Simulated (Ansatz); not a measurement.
Starting cell, WC (WC type, space group P-6m2):

```xyz
4
Lattice="5.8251 0.0000 0.0000 -1.4563 2.5224 0.0000 0.0000 0.0000 2.8367" Properties=species:S:1:pos:R:3 pbc="T T T"
W      0.0000     0.0000     0.0000
W      2.9126     0.0000     0.0000
C      1.4563     0.8408     1.4184
C      4.3689     0.8408     1.4184
```

In this cell atom 1 (W, nearest neighbour C at 2.200 Å; its periodic images, 2.8 Å or more away, move with it) is moved by s towards the nearest neighbour, unit vector (0.662, 0.382, -0.645); all other atoms and the cell stay fixed.

Computed with r2SCAN (plane waves to 500 eV, PAW, scalar-relativistic; Ansatz, a first-principles code). k mesh 15×15×13 (Γ-centred), Fermi-Dirac smearing 0.05 eV. The energy includes the smearing's −TS. Left out: 1 of 11 points, with atoms too close for the PAW data. With partly filled bands, energies and forces of such displacements shift with the k mesh and the smearing. Spin-orbit coupling is left out, though W is heavy. The PAW data are Ansatz's earlier set. WC is run without spin polarisation. WC was relaxed with its symmetry unable to fall. ΔE is measured from the undisplaced structure.

The scan covers s from -0.440 to 0.352 Å in 10 points.

Question: Is this a single well or a double well?

Answer: A single well with its minimum at or next to zero displacement.

Question: Is the energy the same for displacements of ±0.352 Å, and if not, which side lies higher?

Answer: Not even: the positive side lies higher at ±0.352 Å. With its periodic images moving along, the atom's site symmetry in this cell is mm2.

Question: What force acts on the atom along the line at s = -0.440 Å?

Answer: 9.83 eV/Å.

Question: What is the force constant k = d²E/ds² of this move at s = 0?

Answer: 27.0 eV/Å².

(For displaced atoms, the force is minus the slope of the energy, and its curvature is a force constant, which sets phonon frequencies.)
